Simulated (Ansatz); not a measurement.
**Data sheet: SnPt (DFT)**

SnPt:
```cif
data_Pt3Sn3
_chemical_formula_sum 'Pt3 Sn3'
_space_group_name_H-M_alt 'P6/mmm'
_space_group_IT_number 191
_space_group_name_Hall '-P 6 2'
_cell_length_a 5.65449
_cell_length_b 5.65449
_cell_length_c 4.47359
_cell_angle_alpha 90.000
_cell_angle_beta 90.000
_cell_angle_gamma 120.000
loop_
_atom_site_label
_atom_site_type_symbol
_atom_site_symmetry_multiplicity
_atom_site_Wyckoff_symbol
_atom_site_fract_x
_atom_site_fract_y
_atom_site_fract_z
_atom_site_occupancy
Pt1 Pt 3 f 0.00000 0.50000 0.00000 1
Sn1 Sn 1 a 0.00000 0.00000 0.00000 1
Sn2 Sn 2 d 0.33333 0.66667 0.50000 1
```

Space group P6/mmm (No. 191); conventional cell a = 5.6545 Å, b = 5.6545 Å, c = 4.4736 Å, α = 90.00°, β = 90.00°, γ = 120.00°.

Method: the program Ansatz at the PBEsol level (PAW). Structure relaxed to zero pressure with the same functional. Other levels are named where they apply.

**Cell and energy**

```json
{
  "volume_per_atom": "20.65 Å³",
  "density": "12.62 g/cm³",
  "Formation energy from the elements (no fitted shifts)": "-29 kJ/mol of atoms"
}
```

**Electronic structure**

```json
{
 "electronic_character": "metallic (no gap)",
 "Density of states at the Fermi level": "0.80 states/eV per atom (mean over ±0.08 eV)"
}
```

**Mechanics**

```json
{
 "Bulk modulus (Birch–Murnaghan fit)": "130 GPa",
 "Pressure derivative B′": "5.6"
}
```

A made-up cell: these elements were put on the sites of a structure type; neither database checked (COD, Materials Project) lists it. COD files the formula under space group No. 194. Its standing as an ambient phase is unchecked. The PBEsol relaxation kept the symmetry of its start; whether a distortion lowers the energy is not shown. The run is not spin-polarised. Axis ratios of metals converge slowly with the k-mesh, so a and c are less sure than the volume. The references are the lowest solids computed at this level, not always the standard phases. Scalar-relativistic: spin–orbit coupling is off unless named, which matters more the heavier the elements.

Potentials: the earlier of the program's two PAW sets. The files were generated under PBE; for other functionals the program regenerates the frozen cores, and for LDA and PBEsol the local potential too.
